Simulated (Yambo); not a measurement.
Yambo run on CdSe (zinc blende, space group F-43m, No. 216). The wavefunctions come from this Quantum ESPRESSO step (PBE, PseudoDojo stringent norm-conserving files, scalar-relativistic):

```
&CONTROL
  calculation = 'nscf'
  pseudo_dir = './pseudo'
  outdir = './out'
/
&SYSTEM
  ibrav = 0
  nat = 2
  ntyp = 2
  ecutwfc = 120.0
  ecutrho = 480.0
  occupations = 'fixed'
  force_symmorphic = .true.
  nbnd = 262
/
&ELECTRONS
  conv_thr = 2e-09
  diago_full_acc = .true.
  diago_thr_init = 1e-08
/
ATOMIC_SPECIES
Se 78.9710 Se.upf
Cd 112.4140 Cd.upf
CELL_PARAMETERS angstrom
  0.000000000000   3.041451763000   3.041451763000
  3.041451763000   0.000000000000   3.041451763000
  3.041451763000   3.041451763000   0.000000000000
ATOMIC_POSITIONS crystal
Se   0.250000000000   0.250000000000   0.250000000000
Cd   0.000000000000   0.000000000000   0.000000000000
K_POINTS automatic
4 4 4 0 0 0
```

Yambo input:

```
rim_cut
gw0
dyson
el_el_corr
HF_and_locXC
ppa
em1d
RandQpts= 1000000
RandGvec= 1 Ry
EXXRLvcs= 120 Ry
VXCRLvcs= 480 Ry
Chimod= "HARTREE"
% BndsRnXp
 14 | 259 |
%
NGsBlkXp= 15 Ry
% LongDrXp
 1.0 | 1.0 | 1.0 |
%
PPAPntXp= 27.2114 eV
% GbndRnge
 1 | 259 |
%
GTermKind= "BG"
DysSolver= "n"
ExtendOut
% QPkrange
 1 | 1 | 22 | 23 |
 3 | 3 | 22 | 23 |
 7 | 7 | 22 | 23 |
 8 | 8 | 22 | 23 |
%
```

k points by index: 1 = Γ, 3 = L, 7 = X, 8 = W.

Resulting energies as the program prints them:

```
#    K-point    Band    Eo [eV]    E [eV]    E-Eo [eV]    Vxc [eV]    Vnlxc [eV]    Sc|Eo [eV]    Sc|E [eV]    dSc/dw|Eo [eV]    Re(Z)    Im(Z)
#
    1    22    0.000000    -0.687589    -0.687589    -15.98686    -18.51201    1.655466    1.837566    -7.205530    0.790637    -0.001431
    1    23    0.608647    0.643625    0.034978    -11.69017    -8.124771    -3.522297    -3.530419    -6.300445    0.811991    -0.001335
    3    22    -0.747014    -1.507832    -0.760818    -14.87159    -17.62405    1.787460    1.991637    -7.301497    0.788439    -0.001476
    3    23    2.398384    2.538548    0.140165    -11.41397    -7.400763    -3.840265    -3.873044    -6.358337    0.810591    -0.001357
    7    22    -1.847239    -2.708800    -0.861561    -13.32457    -16.41509    1.991717    2.228956    -7.491729    0.784116    -0.001569
    7    23    3.150640    2.977965    -0.172675    -9.082237    -5.572576    -3.720307    -3.682336    -5.987800    0.819638    -0.001335
    8    22    -2.203233    -3.083344    -0.880112    -12.40522    -15.46009    1.933669    2.174759    -7.452922    0.784994    -0.001603
    8    23    5.036634    5.499187    0.462552    -13.87218    -8.848572    -4.439695    -4.561059    -7.137508    0.792203    -0.001494
```
(The two width columns are left out.) Convergence of these settings isn't established.

Spin-orbit coupling is not included.

Geometry relaxed with PBEsol.
